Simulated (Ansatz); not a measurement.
Sn3Ge:
```yaml
crystal:
  lattice:
    - [4.47223, 0.00000, 0.00000]
    - [0.00000, 4.47223, 0.00000]
    - [0.00000, 0.00000, 6.34632]
  atoms:
    - { symbol: Ge, position: [0.00000, 0.00000, 0.00000] }
    - { symbol: Sn, position: [0.50000, 0.00000, 0.23377] }
    - { symbol: Sn, position: [0.50000, 0.50000, 0.50000] }
    - { symbol: Sn, position: [0.00000, 0.50000, 0.76623] }
```

Relaxed with PBEsol. Special points in fractions of this cell's reciprocal vectors: Γ (0.000, 0.000, 0.000); X (0.000, 0.500, 0.000); M (0.500, 0.500, 0.000); Z (0.000, 0.000, 0.500); R (0.000, 0.500, 0.500); A (0.500, 0.500, 0.500).

Question: List the band energies nearest the Fermi level at these points for the program Ansatz at the PBEsol level (PAW).

Answer: In eV from the Fermi level; about four levels below and three above (degenerate sets whole), none deeper than 8.9 eV; points with the same levels are listed once.

```tsv
k	below	above
Γ	-7.42 -2.44 -2.44 -0.83	0.17 0.24 0.24
X	-3.10 -2.91 -1.40 -0.78	1.24 2.13 4.07
M	-2.51 -2.41 -2.41 -2.29	0.65 0.92 0.98 0.98
Z	-1.83 -1.83 -1.20 -1.20	0.99 0.99 2.20
R	-1.03 -1.02 -0.68 -0.30	0.33 3.25 3.39
A	-3.08 -3.01 -3.01 -3.01	3.49 3.55 3.55
```

Space group P-4m2. The start of the workflow was typed in or built on a structure type; neither database checked (COD, Materials Project) lists it. Its standing as an ambient phase is unchecked. The PBEsol relaxation kept the symmetry of its start; its stability against distortions is not shown here. Scalar-relativistic: spin–orbit coupling is off unless named, which matters more the heavier the elements.

Potentials: the later of the program's two PAW sets.
